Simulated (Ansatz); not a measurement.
Values for one crystal, relaxed and computed with plane-wave PAW PBEsol (Ansatz code); other levels are named.

```yaml
volume_per_atom: 14.53 Å³
electronic_character: metallic (no gap)
zone_centre_stability: no imaginary mode at Γ
Pressure derivative B′: 4.3
debye_temperature_from_the_elastic_constants: 527 K
Poisson's ratio: 0.29
Formation energy from the elements (no fitted shifts): -0.35 eV/atom
```

Task: Which compound is it?
(A) CaSi2, R-3m (Ca on 6c, Si on 6c, Si on 6c)
(B) ZrSi2, Cmcm (Si on 4c, Si on 4c, Zr on 4c)
(C) Fe3Ge2, P-6m2 (Fe on 2g, Fe on 1e, Ge on 1f, Ge on 1c)
(D) SiMo, P-6m2 (Si on 1a, Mo on 1d)

Result: D, SiMo, P-6m2 (Si on 1a, Mo on 1d)

The first step of the workflow began from a Materials Project structure, measured or hypothetical; the Crystallography Open Database copy checked does not list it. Its standing as an ambient phase is unchecked. Symmetry was held in the PBEsol relaxation. No spin polarisation was allowed. As this level gives no gap, shear constants depend on the k-mesh and smearing (Fermi–Dirac, 0.1 eV here). The references are the lowest solids computed at this level, not always the standard phases. Spin–orbit coupling is left out wherever it is not named.

Potentials: the later of the program's two PAW sets.
